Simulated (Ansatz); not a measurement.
Here is the system:

WOF4:
```xyz
6
Lattice="-3.1357 3.1357 1.9393 3.1357 -3.1357 1.9393 3.1357 3.1357 -1.9393" Properties=species:S:1:pos:R:3 pbc="T T T"
W      0.0000     0.0000     0.0068
O      0.0000     0.0000     2.1542
F      2.5848    -1.4067     2.2339
F      1.7290     0.5509     0.2946
F      0.5509     4.5424     0.2946
F      1.4067     2.5848     2.2339
```

This is the LDA-relaxed structure.

All from DFT-LDA in the program Ansatz with PAW potentials, unless another level is named. Estimate the Bader charges.

W +3.20, O -0.92, F -0.57 e.

Next, the electronic dielectric constant ε∞ (DFPT)?

2.63 (xx = yy), 3.52 (zz).

And the Born charges (a third of the trace)?

W +5.78, O -1.96, F -0.95 e.

Space group I4. The workflow started from a Materials Project entry (that database holds measured and hypothetical structures alike); the Crystallography Open Database copy checked does not list it. Its standing as an ambient phase is unchecked. Symmetry was held in the LDA relaxation; whether a distortion lowers the energy is not shown. The run is not spin-polarised. No Hubbard U is applied. A crystal of weakly bound chains computed without a dispersion correction: the cell and the soft elastic constants depend strongly on that. Spin–orbit coupling is left out wherever it is not named.

Potentials: the later of the program's two PAW sets.
